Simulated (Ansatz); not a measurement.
Consider the following.

Starting cell, TiSi2 (C49 type, space group Cmcm):

```
TiSi2
1.0
    1.77307    -6.78170     0.00000
    1.77307     6.78170     0.00000
    0.00000     0.00000     3.57984
Si Ti
4 2
Cartesian
  1.77307  -5.97909   2.68488
  1.77307   5.97909   0.89496
  1.77307   3.38704   2.68488
  1.77307  -3.38704   0.89496
  1.77307  -1.39956   2.68488
  1.77307   1.39956   0.89496
```

In this cell atom 2 (Si, nearest neighbour Si at 2.404 Å; its periodic images, 3.5 Å or more away, move with it) is moved by u·(0.707, 0.707, 0.000) + v·(0.000, 0.000, 1.000); the rest is frozen.

The numbers are results of PBE (plane waves to 420 eV, PAW, scalar-relativistic; Ansatz, a quantum-chemistry and plane-wave program), not measurements. k mesh 11×11×11 (Γ-centred), Fermi-Dirac smearing 0.05 eV. The energy includes the smearing's −TS. With partly filled bands, energies and forces of such displacements shift with the k mesh and the smearing. This is one of several known forms of TiSi2; the measured ambient cells at hand have space group No. 70. TiSi2 is run without spin polarisation. TiSi2 was relaxed with its symmetry unable to fall. The zero of ΔE is the undisplaced structure. Axes are in Å.

The scan covers u from -0.360 to 0.360 Å in 7 points and v from -0.360 to 0.360 Å in 7 points.

In which direction of the plane is the atom held most weakly?

Along u.

What are the two principal curvatures of the energy at the centre?

8.3 and 13.7 eV/Å².

(A displaced cell: forces are minus the slopes of the energy, force constants its curvatures, and phonons follow from these.)
